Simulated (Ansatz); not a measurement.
## BP, first-principles data

BP:
```
CELL_PARAMETERS angstrom
      3.18009     0.00000     0.00000
     -1.59005     2.75404     0.00000
      0.00000     0.00000     7.87223
ATOMIC_POSITIONS crystal
  B  0.33333 0.66667 0.25000
  P  0.66667 0.33333 0.25000
  P  0.33333 0.66667 0.75000
  B  0.66667 0.33333 0.75000
```

Space group P6_3/mmc (No. 194); conventional cell a = 3.1801 Å, b = 3.1801 Å, c = 7.8722 Å, α = 90.00°, β = 90.00°, γ = 120.00°.

Method: DFT-LDA in the program Ansatz with PAW potentials. The cell and atoms are relaxed at this level. Other levels are named where they apply.

### Cell and energy

```yaml
volume_per_atom: 17.24 Å³
density: 2.01 g/cm³
Formation energy from the elements (no fitted shifts): 0.048 eV/atom
```

### Electronic structure

```yaml
band_gap: 0.55 eV (indirect)
valence_band_maximum: on the K–Γ line, 12 % of the way from K
conduction_band_minimum: at M (3 equivalent valleys)
smallest_direct_gap_on_the_standard_path: 0.74 eV
electron_effective_mass: 0.17, 1.0, 4.3 mₑ (principal values)
hole_effective_mass: 0.11, 1.4, 2.2 mₑ (principal values)
```

### Mechanics

```yaml
Bulk modulus (Birch–Murnaghan fit): 106 kbar
Pressure derivative B′: 8.0
```

### Phonons

```yaml
Highest zone-centre frequency (without LO–TO term): 976 cm^-1
zone_centre_stability: unstable, softest mode 30i cm⁻¹
dynamical_stability_on_the_path: unstable, down to 28i cm⁻¹
```

The start of the workflow was typed in or built on a structure type; neither database checked (COD, Materials Project) lists it. It is not the phase usual at ambient conditions (space group No. 216). Symmetry was held in the LDA relaxation. A crystal of weakly bound layers computed without a dispersion correction: the cell and the soft elastic constants depend strongly on that. The references are the lowest solids computed at this level, not always the standard phases.

Potentials: the later of the program's two PAW sets.
